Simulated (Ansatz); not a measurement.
Structures of CsH₂: which is lowest?

Plane-wave DFT in Ansatz with scalar-relativistic PAW potentials, cutoff 420 eV, Γ-centred meshes chosen by cell and gap, Gaussian smearing with energies taken to zero width. Every cell was relaxed (cell and atoms) in a run of its own, within the symmetry of its start. Functional: PBE.

Relaxed structures (starts from databases or built by putting these elements on another compound's sites):
A. P6/mmm, 3 atoms in the computed cell, a = 4.014 Å, c = 4.161 Å; sites (symmetry × multiplicity) Cs 6/mmm × 1, H -6m2 × 2; start: built
B. P-1, 6 atoms in the computed cell, a = 5.041 Å, b = 5.381 Å, c = 8.651 Å, α = 94.1°, β = 90.5°, γ = 92.1°; sites (symmetry × multiplicity) Cs 1 × 2, H 1 × 2 + 1 × 2; start: built
C. P4/nmm, 6 atoms in the computed cell, a = 3.972 Å, c = 7.828 Å; sites (symmetry × multiplicity) Cs 4mm × 2, H -4m2 × 2 + 4mm × 2; start: built
D. P4_2/mnm, 6 atoms in the computed cell, a = 6.208 Å, c = 7.079 Å; sites (symmetry × multiplicity) Cs m.mm × 2, H m.2m × 4; start: built

**Question.** Rank them by energy. Could pressure change the order?

**Answer.**
| structure | group | E − E(lowest) (meV/atom) | V (Å³/atom) | gap on mesh (eV) |
| --- | --- | --- | --- | --- |
| B | P-1 | 0.0 | 38.99 | 0.00 |
| D | P4_2/mnm | 54 | 45.47 | 0.00 |
| A | P6/mmm | 458 | 19.35 | 0.00 |
| C | P4/nmm | 547 | 20.59 | 0.00 |

B is lowest, 54 meV/atom under D. A is denser by 19.64 Å³/atom, so pressure favours it: ΔE/ΔV, with ΔE in eV and 1 eV/Å³ = 160.2 GPa, gives about 3.7 GPa for equal enthalpy if both cells were rigid, a rough figure since the two compress differently. Other structures may lie lower than all of these, and vibrations aren't counted.

Spin-orbit coupling is left out, which matters for the bands of heavy elements.